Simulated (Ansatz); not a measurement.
Computed properties of CuPt

CuPt:
Space group R-3m, hexagonal axes (No. 166); a = b = 2.683 Å, c = 12.572 Å, α = β = 90.00°, γ = 120.00°

```
atom  site  symmetry       x       y       z
----  ----  --------  ------  ------  ------
Cu      3a       -3m  0.0000  0.0000  0.0000
Pt      3b       -3m  0.0000  0.0000  0.5000
```
(The calculation used a cell of 2 atoms; values per cell refer to that cell.)

Space group R-3m (No. 166); conventional cell a = 2.6835 Å, b = 2.6835 Å, c = 12.5722 Å, α = 90.00°, β = 90.00°, γ = 120.00°.

Method: LDA in the plane-wave PAW code Ansatz. Structure relaxed to zero pressure with the same functional. Other levels are named where they apply.

**Cell and energy**

| Item | Value |
|---|---|
| Volume per atom | 13.07 Å³ |
| Density | 16.43 g/cm³ |
| Formation energy from the elements (no fitted shifts) | -0.14 eV/atom |

**Electronic structure**

| Item | Result |
|---|---|
| Electronic character | metallic (no gap) |
| Density of states at the Fermi level | 0.38 states/eV per atom (mean over ±0.08 eV) |

**Mechanics**

| Property | Result |
|---|---|
| Bulk modulus (Birch–Murnaghan fit) | 248 GPa |
| Pressure derivative B′ | 5.2 |

**Phonons**

| Item | Result |
|---|---|
| Highest zone-centre frequency | 255 cm^-1 |
| Zone-centre stability | no imaginary mode at Γ |

The workflow started from a Materials Project entry (that database holds measured and hypothetical structures alike); the Crystallography Open Database copy checked does not list it. With Cu and Pt taken as one species the cell has the higher symmetry Fm-3m, so it may be an ordered model of a mixed-site phase. Its standing as an ambient phase is unchecked. The LDA relaxation kept the symmetry of its start. No spin polarisation was allowed. As this level gives no gap, phonon frequencies hold no LO–TO term and depend on the k-mesh and smearing (Fermi–Dirac, 0.1 eV here). Axis ratios of metals converge slowly with the k-mesh, so a and c are less sure than the volume. The references are the lowest solids computed at this level, not always the standard phases. Scalar-relativistic: spin–orbit coupling is off unless named, which matters more the heavier the elements.

Potentials: the later of the program's two PAW sets.
